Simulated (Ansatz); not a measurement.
BiCl₃:
```
CELL_PARAMETERS angstrom
      7.60077     0.00000     0.00000
      0.00000     8.87201     0.00000
      0.00000     0.00000     6.31433
ATOMIC_POSITIONS crystal
  Bi 0.56461 0.75000 0.51278
  Bi 0.43539 0.25000 0.48722
  Bi 0.93539 0.25000 0.01278
  Bi 0.06461 0.75000 0.98722
  Cl 0.32548 0.93779 0.64234
  Cl 0.67452 0.06221 0.35766
  Cl 0.17452 0.06221 0.14234
  Cl 0.82548 0.93779 0.85766
  Cl 0.82548 0.56221 0.85766
  Cl 0.17452 0.43779 0.14234
  Cl 0.67452 0.43779 0.35766
  Cl 0.32548 0.56221 0.64234
  Cl 0.04891 0.25000 0.63945
  Cl 0.95109 0.75000 0.36055
  Cl 0.45109 0.75000 0.13945
  Cl 0.54891 0.25000 0.86055
```

Relaxed with r²SCAN+D4.

**Question.** Give the Bader charges and basin volumes of the independent atoms, r²SCAN+D4 in the plane-wave PAW code Ansatz.

**Answer.** 

```tsv
atom	Bader charge (e)	Bader volume (Å³)
Bi1	+1.76	20.9
Cl5	-0.60	28.1
Cl13	-0.57	29.4
```

Space group Pnma. The workflow started from a Materials Project entry (that database holds measured and hypothetical structures alike); the Crystallography Open Database copy checked does not list it. COD files the formula under space group No. 33. Whether it is the stable phase at ambient conditions was not checked. The r²SCAN+D4 relaxation kept the symmetry of its start; whether a distortion lowers the energy is not shown. Spin–orbit coupling is left out wherever it is not named.

Potentials: the later of the program's two PAW sets.
